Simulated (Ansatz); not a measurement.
KMgF₃ (cubic perovskite, Pm-3m) at seven volumes, LDA (plane waves, PAW; program Ansatz), scaled uniformly. One row is withheld.

```
V (Å³/atom)  P (GPa)
-----------  -------
10.866         10.06
11.225          6.12
11.583          2.79
11.941         -0.02
12.299         -2.41
12.658             ?
13.016         -6.14
```

Q: Fit the shown pressures and predict the withheld one.

A: P = (3/2)B₀(x^(7/2) − x^(5/2))[1 + (3/4)(B′ − 4)(x − 1)] with x = (V₀/V)^(2/3). Least squares on the six rows gives V₀ = 11.938 Å³/atom, B₀ = 86.4 GPa, B′ = 4.53. At V = 12.658, x = 0.9617 and P = -4.43 GPa. The run itself gave -4.43 GPa.

The cell was relaxed with LDA under the symmetry of its start; phonons on a q-mesh show no instability.

Potentials: the later of the program's two PAW sets.
